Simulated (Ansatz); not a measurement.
A geometry of Sn away from equilibrium: the start of the relaxation of a generated cell, Sn placed in the lonsdaleite structure type. Calculation: r2SCAN (plane waves to 500 eV, PAW, scalar-relativistic; Ansatz, an electronic-structure program). Γ-centred k-mesh 9×9×5 on the run's cell (coarser than for final values), Fermi–Dirac smearing 0.05 eV.

```xyz
4
Lattice="4.3205 0.0000 0.0000 -2.1603 3.7417 0.0000 0.0000 0.0000 7.2061" Properties=species:S:1:pos:R:3:forces:R:3 pbc="T T T" free_energy=-24153.841 pressure_GPa=13.5
Sn     0.0000     2.4945     0.4320    0.0000    0.0000    0.7572
Sn     2.1603     1.2472     4.0350    0.0000    0.0000    0.7572
Sn     2.1603     1.2472     6.7740    0.0000    0.0000   -0.7572
Sn     0.0000     2.4945     3.1710    0.0000    0.0000   -0.7572
```

Positions in Å, forces in eV/Å, free energy of the cell in eV (comparable only within this code, potentials and settings). Largest force: 0.76 eV/Å, on Sn1, Sn2, Sn3, Sn4 (atoms numbered as listed); the geometry lies 0.23 eV/atom above the end of its relaxation.

No spin polarisation in the result.

The run could not lose the symmetry of its start; a randomly shaken copy of 8 atoms returns to this structure.

The end of the path is a generated cell of Sn: the first start was made by placing the elements on the sites of a structure type, and the end was not matched to a known phase here, so it may be hypothetical. Known forms of Sn include space group No. 141, 227.
